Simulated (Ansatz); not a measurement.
Values for one crystal, relaxed and computed with r²SCAN (plane waves, PAW; program Ansatz); other levels are named.

| Quantity | Result |
|---|---|
| Volume per atom | 11.88 Å³ |
| Electronic character | metallic (no gap) |
| Density of states at the Fermi level | 0.69 states/eV per atom (mean over ±0.08 eV) |
| Pressure derivative B′ | 4.3 |
| Bulk modulus (Birch–Murnaghan fit) | 161 GPa |
| Formation energy from the elements (no fitted shifts) | -1.1 kJ/mol-atom |

Question: Which compound is it?
A) Fe2B, I4/mcm (Fe on 8h, B on 4a)
B) Fe3Ge, Fm-3m (Fe on 4b, Fe on 8c, Ge on 4a)
C) SrZn2Ge2, I4/mmm (Sr on 2a, Zn on 4d, Ge on 4e)
D) FeSi, P2_13 (Fe on 4a, Si on 4a)

Answer: B, Fe3Ge, Fm-3m (Fe on 4b, Fe on 8c, Ge on 4a)

The workflow started from a Materials Project entry (that database holds measured and hypothetical structures alike); the Crystallography Open Database copy checked does not list it. COD files the formula under space group No. 194, so this cell is another polymorph or a model. Whether it is the stable phase at ambient conditions was not checked. The cell was relaxed with r²SCAN under the symmetry of its start; whether a distortion lowers the energy is not shown. The final state is ferromagnetic, the only order run, not a proven ground state. Other orbital occupations within this spin state were not tried. The references are the lowest solids computed at this level, not always the standard phases. Spin–orbit coupling is left out wherever it is not named.

Potentials: the later of the program's two PAW sets.
